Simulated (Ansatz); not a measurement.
## CaCu2S2 — 63Cu nuclear quadrupole resonance

Cell: a measured structure from the Crystallography Open Database (COD), ions relaxed with PBE at fixed cell.

```cif
data_structure
_symmetry_space_group_name_H-M 'P 1'
_symmetry_Int_Tables_number 1
_cell_length_a 3.9400
_cell_length_b 3.9400
_cell_length_c 6.5230
_cell_angle_alpha 90.000
_cell_angle_beta 90.000
_cell_angle_gamma 120.000
_cell_volume 87.69
loop_
_atom_site_label
_atom_site_type_symbol
_atom_site_fract_x
_atom_site_fract_y
_atom_site_fract_z
_atom_site_occupancy
Ca1 Ca 0.00000 0.00000 0.00000 1
Cu2 Cu 0.33333 0.66667 0.37257 1
Cu3 Cu 0.66667 0.33333 0.62743 1
S4 S 0.33333 0.66667 0.74150 1
S5 S 0.66667 0.33333 0.25850 1
```

Atoms are numbered from 1 in the order listed; like atoms form one site, named after its first atom.

The numbers come from a DFT calculation in Ansatz (r2SCAN, plane waves and PAW, scalar-relativistic, 500 eV cutoff, Γ-centred 8×8×5 k-points, Fermi–Dirac smearing 0.02 eV).

63Cu: I = 3/2, Q = -220.0 mb (year-2017 value). Static lattice, zero field.

(1) Predict the zero-field 63Cu lines of each site.

(2) And for 65Cu (I = 3/2, Q = -204.0 mb) on Cu?

Answers

(1) For I = 3/2 there is one line, ν = (|C_Q|/2)(1 + η²/3)^½.

```tsv
site	atoms	V_zz (10²¹ V/m²)	C_Q (MHz)	η	line frequencies (MHz)
Cu	2, 3	0.89	-4.75	0.00	2.38
```

(2) C_Q scales with Q to -4.41 MHz, with lines at 2.20 MHz.

An axis of threefold or higher order runs through Cu, so V_zz lies along it and η is zero.
